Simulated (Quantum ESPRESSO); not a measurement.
InSb is modelled in the cubic space group F-43m (No. 216), the zinc blende structure, Pearson symbol cF8. Cell: a = 6.523 Å, b = 6.523 Å, c = 6.523 Å, α = 90.00°, β = 90.00°, γ = 90.00°. In on 4a is surrounded by 4 Sb at 2.825 Å (tetrahedral). Sb on 4c sees 4 In at 2.825 Å (tetrahedral). (Neighbours: up to the widest gap in distance over summed covalent radii, below 1.35, at either atom.)
(The calculation used a cell of 2 atoms; values per cell refer to that cell.)

Cell and atoms were relaxed with PBEsol from Materials Project entry mp-20012, within its symmetry.

**Question.** What does PBEsol (Quantum ESPRESSO, PseudoDojo norm-conserving, 80 Ry, with spin-orbit coupling) give for the electronic structure near the Fermi level?

**Answer.** At this level the gap is closed or nearly so: along the path the highest valence and lowest conduction bands touch, or overlap by less than 0.6 eV, a zero-gap or semimetallic result; the valence top lies at Γ, the conduction bottom at Γ. Semilocal functionals close the gaps of some narrow-gap semiconductors, so this alone doesn't show that the compound has none.
